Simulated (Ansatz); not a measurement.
Cl in space group P6_3/mmc (No. 194; Cl on 2c) under volume change, plane-wave PAW PBE (Ansatz code), shape and atoms relaxed at each volume.

```tsv
V (Å³/atom)	E − E(relaxed) (meV/atom)	P (GPa)
20.869	16.6	2.87
21.557	6.9	1.71
22.245	1.6	0.77
22.933	0.0	0.00
23.621	1.5	-0.70
24.309	(withheld)	(withheld)
24.997	(withheld)	(withheld)
```

**Question.** Some entries are withheld; supply them.

**Answer.** 
- 24.997, E − E(relaxed) (meV/atom): 12.7
- 24.997, P (GPa): -1.84
- 24.309, E − E(relaxed) (meV/atom): 5.9
- 24.309, P (GPa): -1.32

**Question.** What does a third-order Birch–Murnaghan fit give for V₀, B₀ and B′?

**Answer.** V₀ = 22.91 Å³/atom, B₀ = 25.1 GPa, B′ = 4.1.

A made-up cell: these elements were put on the sites of a structure type; neither database checked (COD, Materials Project) lists it. It is not the usual solid phase (space group No. 64). Symmetry was held in the PBE relaxation; whether a distortion lowers the energy is not shown. The substance is a gas or liquid at ambient conditions. A crystal of weakly bound molecules computed without a dispersion correction: the cell and the soft elastic constants depend strongly on that.

Potentials: the later of the program's two PAW sets.
